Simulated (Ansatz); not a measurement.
# Moving the Hubbard U on Cr d in CsLiCr2Te2S3

Space group P1 (No. 1). a = 3.675 Å, b = 6.258 Å, c = 18.879 Å, α = 89.93°, β = 89.72°, γ = 90.00°
| atom | site | symmetry | x | y | z |
| --- | --- | --- | --- | --- | --- |
| Cs | 1a | 1 | 0.0070 | 0.9966 | 0.6096 |
| Cs | 1a | 1 | 0.5062 | 0.4956 | 0.6374 |
| Li | 1a | 1 | 0.4976 | 0.8329 | 0.9855 |
| Li | 1a | 1 | 0.9976 | 0.3350 | 0.9851 |
| Cr | 1a | 1 | 0.9939 | 0.0007 | 0.1345 |
| Cr | 1a | 1 | 0.4939 | 0.5002 | 0.1346 |
| Cr | 1a | 1 | 0.0015 | 0.6694 | 0.8310 |
| Cr | 1a | 1 | 0.5014 | 0.1674 | 0.8334 |
| Te | 1a | 1 | 0.0103 | 0.5962 | 0.4627 |
| Te | 1a | 1 | 0.5107 | 0.2270 | 0.4546 |
| Te | 1a | 1 | 0.4916 | 0.8367 | 0.2278 |
| Te | 1a | 1 | 0.9917 | 0.3365 | 0.2278 |
| S | 1a | 1 | 0.9997 | 0.9998 | 0.9004 |
| S | 1a | 1 | 0.4997 | 0.5046 | 0.8993 |
| S | 1a | 1 | 0.9955 | 0.6661 | 0.0719 |
| S | 1a | 1 | 0.4955 | 0.1666 | 0.0716 |
| S | 1a | 1 | 0.5032 | 0.8407 | 0.7649 |
| S | 1a | 1 | 0.0030 | 0.3280 | 0.7678 |

The cell comes from a database or a generator and needn't be the stable form of this composition.

Kept alike: task projected density of states; functional PBE; k mesh 7 × 5 × 2; occupations fermi-dirac, width 0.05 eV; collinear spin, ferromagnetic start. Program: Ansatz, Ansatz PAW, cutoff 420 eV. The mesh is that of the run's cell of 18 atoms. No spin-orbit coupling.

```csv
"Hubbard U on Cr d, U (eV)",pressure (GPa),largest site moment (μB)
2,1.20,2.92
4,2.49,3.17
6,3.87,3.38
```

Pressure is positive in compression, with a Pulay correction for the finite cutoff. For a metal such a mesh leaves the last digits unconverged. How U acts hangs on the program's projectors. The runs hold the magnetic state that their start led to, which needn't be the lowest. Site moments count inside each atom's sphere or projector. U is the effective U - J on orthogonalised atomic projectors. Double counting: fully localised limit (the default).

The pressure rises from 1.20 to 3.87 GPa between 2 and 6 eV. U localises the shell and weakens its bonds, so the cell pushes outwards. The largest site moment rises from 2.92 to 3.38 μB between 2 and 6 eV.
